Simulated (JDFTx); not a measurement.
Part of a log of a modified build of JDFTx for methylsulfide, CH3S (SMILES C[S-]), charge -1, multiplicity 1 (PBE, GBRV ultrasoft potentials, plane waves to 12/60 Ha):

```
unit cell volume = 8977.39
Chosen fftbox size, S = [  80  72  80  ]
unit cell volume = 8977.39
Chosen fftbox size, S = [  70  64  70  ]
  'C' pseudopotential, 'SLA  PW   PBE  PBE' functional
  4 valence electrons, 2 orbitals, 4 projectors, 721 radial grid points, with lMax = 1
  'S' pseudopotential, 'SLA  PW   PBX  PBC' functional
  6 valence electrons, 2 orbitals, 6 projectors, 907 radial grid points, with lMax = 2
  'H' pseudopotential, 'SLA  PW   PBX  PBC' functional
  1 valence electrons, 1 orbitals, 2 projectors, 615 radial grid points, with lMax = 0
Initialized 3 species with 5 total atoms.
Folded 1 k-points by 1x1x1 to 1 k-points.
nElectrons:  14.000000   nBands: 7   nStates: 1
average nbasis = 17799.000 , ideal nbasis = 17824.450
Correction to mu due to finite nuclear width = -0.00239465
   Cavity determined by nc: 0.00142 and sigma: 0.707107
   Nonlocal vdW cavity from gaussian model electron density with norm = 8 and sigma = 0.993594 bohr
   Charge asymmetry in cavity with sensitivity pCavity = 36.5 e-bohr/Eh
   Electrostatic cavity expanded by eta = 1.46 bohrs
   Weighted density cavitation model constrained by Nbulk: 0.0049383 bohr^-3, Pvap: 3.14029 kPa, Rvdw: 2.61727 bohr and sigmaBulk: 4.62e-05 Eh/bohr^2 at T: 298 K.
   Weighted density dispersion model using vdW pair potentials with single solvent site with sqrtC6eff: 0.77 SI.
[...]
	Linear fluid (dielectric constant: 78.4, screening length: 5.74355 Bohr) occupying 0.886278 of unit cell:	Completed after 18 iterations
[... later lines of the fluid solver are left out ...]
ElecMinimize: Iter:   0  Etot: -17.879292343167158  |grad|_K:  2.141e-04  alpha:  1.000e+00
ElecMinimize: Iter:   1  Etot: -17.890700768515977  |grad|_K:  1.068e-04  alpha:  1.978e+00  linmin: -3.393e-02
[... lines cut ...]
ElecMinimize: Iter:   7  Etot: -17.893232249336894  |grad|_K:  1.313e-06  alpha:  1.364e+00  linmin: -2.562e-04
ElecMinimize: Iter:   8  Etot: -17.893232522784253  |grad|_K:  6.458e-07  alpha:  1.273e+00  linmin: -7.361e-03
ElecMinimize: Iter:   9  Etot: -17.893232583127102  |grad|_K:  3.296e-07  alpha:  1.172e+00  linmin: -1.009e-01
ElecMinimize: Iter:  10  Etot: -17.893232602511752  |grad|_K:  1.722e-07  alpha:  1.305e+00  linmin: -1.051e-01
ElecMinimize: Converged (|Delta Etot|<1.000000e-07 for 2 iters).

# Energy components:
   A_diel =       -0.0779609284845087
   Eewald =        6.2932423030361715
       EH =       22.0381926070082983
     Eloc =      -51.8060834297377468
      Enl =        2.4352005150076796
      Exc =       -7.3112508844717556
 Exc_core =        1.8014108455461035
       KE =        8.7364110161602877
  MuShift =       -0.0023946465762772
-------------------------------------
     Etot =      -17.8932326025117518


	eMin: -0.669968 at state 0 ( [ +0.000000 +0.000000 +0.000000 ] spin 0 )
	HOMO: -0.183967 at state 0 ( [ +0.000000 +0.000000 +0.000000 ] spin 0 )
```

Question: Which solvation model was used?
A. soft-sphere model
B. SCCS (g03 parameters)
C. CANDLE
D. SCCS (g09 parameters)

Answer: C, CANDLE. The liquid was water (dielectric constant 78.4), 1 M KF.
